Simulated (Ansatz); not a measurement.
Sheets of one type (M3X2T2 MXene-type), DFT-PBE in the program Ansatz with PAW potentials; HSE06 gaps on those cells.

```json
[
 {"layer": "Ti3F2N2", "a (Å)": "?", "thickness (Å)": "?"},
 {"layer": "Ti3N2S2", "a (Å)": "3.132", "thickness (Å)": "7.83"},
 {"layer": "Ti3N2O2", "a (Å)": "3.006", "thickness (Å)": "6.81"},
 {"layer": "Ti3C2F2", "a (Å)": "3.075", "thickness (Å)": "7.21"},
 {"layer": "Ti3Cl2N2", "a (Å)": "3.188", "thickness (Å)": "7.78"}
]
```

Fill in the missing entries.


- Ti3F2N2, a (Å): 3.025
- Ti3F2N2, thickness (Å): 7.19

All cells were relaxed under the symmetry of their starts (and spin orders); stability against distortions was not tested throughout. Rows with no word on spin ran without spin polarisation. Constructed layers (a layer type filled with these elements): Ti3F2N2, M3X2T2 MXene-type layer; Ti3N2S2, M3X2T2 MXene-type layer; Ti3N2O2, M3X2T2 MXene-type layer; Ti3C2F2, M3X2T2 MXene-type layer; Ti3Cl2N2, M3X2T2 MXene-type layer.

Potentials: the later of the program's two PAW sets.
